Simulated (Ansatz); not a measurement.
K₂LiBiCl₆ in space group Fm-3m (No. 225; K on 8c, Li on 4b, Bi on 4a, Cl on 24e), DFT-r²SCAN in the program Ansatz with PAW potentials. The conduction-band minimum lies at L, with 4 equivalent valleys. Second derivatives d²E/dk² of the lowest band at one valley (eV·Å²), along Cartesian directions:

```tsv
direction	d²E/dk²
[100]	10.70
[010]	10.70
[001]	10.70
[110]	6.548
[101]	14.85
[011]	14.85
```

Find the principal effective masses, the density-of-states mass and the conductivity mass.

Off-diagonal terms follow from H_xy = H[110] − (H_xx + H_yy)/2, and m*/mₑ = 7.620 eV·Å² over each eigenvalue: 0.51, 0.51, 3.2. One valley's DOS mass (m₁m₂m₃)^(1/3) = 0.94, conductivity mass 3/(Σ 1/mᵢ) = 0.71 mₑ.

What effective density of states Nc follows at 300 K for parabolic valleys?

Nc = 2.509e19 × 4 × (0.94)^(3/2) ≈ 9.1e19 cm⁻³.

The first step of the workflow began from a Materials Project structure, measured or hypothetical; the Crystallography Open Database copy checked does not list it. Whether it is the stable phase at ambient conditions was not checked. The r²SCAN relaxation kept the symmetry of its start; its stability against distortions is not shown here. Scalar-relativistic: spin–orbit coupling is off unless named, which matters more the heavier the elements.

Potentials: the later of the program's two PAW sets.

Edges and masses are those of Kohn–Sham bands, whose gap is no quasiparticle gap.
